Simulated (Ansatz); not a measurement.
**Ansatz 0.2.0, relaxation: CeCl$_{3}$**

Input:

```yaml
crystal:
  lattice:
    - [3.705377, 6.417901, 0.0]
    - [-3.705377, 6.417901, 0.0]
    - [0.0, 0.0, 4.205689]
  atoms:
    - { symbol: Ce, position: [0.3333, 0.3334, 0.25] }
    - { symbol: Ce, position: [0.6666, 0.6667, 0.75] }
    - { symbol: Cl, position: [0.3882, 0.9136, 0.25] }
    - { symbol: Cl, position: [0.0864, 0.3018, 0.75] }
    - { symbol: Cl, position: [0.6982, 0.3882, 0.25] }
    - { symbol: Cl, position: [0.6118, 0.0864, 0.75] }
    - { symbol: Cl, position: [0.9136, 0.6982, 0.25] }
    - { symbol: Cl, position: [0.3018, 0.6118, 0.75] }
kpoints:
  mp_grid: { grid: [4, 4, 6], shift: [0, 0, 0] }
magnetization:
  spin_polarized: false
scf:
  occupations: { method: fermi_dirac }
  lower_state_search: "off"
hamiltonian:
  pseudopotentials: { kind: paw }
  xc: r2scan
basis:
  ecutwfc: 500
  fft_grid_basis: typed
relax:
  max_steps: 40
  cell: { p_target: 0.0 }
  f_tol: 0.03
output:
  forces: true
  stress: true
  eigenvalues: true
  bader: true
  populations: true
  elf: true
  write_potential: true
  volumetric_format: npy
  dos:
    e_range: [-12, 8]
    de: 0.05
    projected: { site_lists: { Ce: [Ce], Cl: [Cl] } }
checkpoint:
  read: saved_state
```

Launch command:

```bash
ansatz run input.yaml --threads 2 --pin off --max-ram 2560MiB --backend cpu --events-out ev --progress --plain --runs-dir out
```

Origin of the cell: a known structure type with other elements, at an estimated volume, so it need not be a known compound.

The smearing width isn't typed, so it takes its default of 0.1 eV.

The saved state is a converged single point of the same cell.

Steps («new basis» is an SCF on plane waves selected anew at the same cell):

| step | ΔF (meV/atom) | max force component (eV/Å) | P (GPa) | volume (Å³) | SCF iterations | step was |
| --- | --- | --- | --- | --- | --- | --- |
| 1 | 0.0 | 0.163 | 2.75 | 200.03 | 21 | accepted |
| 2 | -5.5 | 0.173 | -1.50 | 214.61 | 10 | accepted |
| 3 | -9.4 | 0.003 | -0.11 | 210.45 | 9 | accepted |
| 4 | -9.4 | 0.002 | -0.01 | 210.00 | 8 | accepted |
| 5 | -9.6 | 0.002 | 0.00 | 210.00 | 12 | new basis |

The starting structure.

Space group P6_3/m (No. 176); the run's cell has a = 7.411 Å, b = 7.411 Å, c = 4.206 Å, α = 90.00°, β = 90.00°, γ = 60.00°. Shortest distances: Ce–Cl 2.87 Å, Cl–Cl 3.31 Å.

After:

Space group P6_3/m (No. 176); the run's cell has a = 7.520 Å, b = 7.520 Å, c = 4.288 Å, α = 90.00°, β = 90.00°, γ = 60.00°. Shortest distances: Ce–Cl 2.92 Å, Cl–Cl 3.34 Å.

```
CELL_PARAMETERS angstrom
3.76007 6.51268 0.00000
-3.76012 6.51271 0.00000
0.00000 0.00000 4.28781
ATOMIC_POSITIONS crystal
Ce 0.33332 0.33335 0.25000
Ce 0.66665 0.66668 0.75000
Cl 0.38993 0.91341 0.25000
Cl 0.08659 0.30336 0.75000
Cl 0.69664 0.38996 0.25000
Cl 0.61004 0.08661 0.75000
Cl 0.91339 0.69667 0.25000
Cl 0.30333 0.61007 0.75000
```

```
Free energy lowered by  : 9.6 meV/atom
Volume change           : 4.99 %
Final pressure          : 0.00 GPa
Relaxation steps listed : 5
```

Caveats: f shells without a U or exact exchange are poorly placed; no spin polarisation, so a magnetic state may lie lower; no spin-orbit coupling, though heavy elements are present; the relaxation held the start's symmetry, so the end may be a saddle point.

Time: 1100 s of wall time on 2 CPU thread(s) of a shared host, from a saved density.
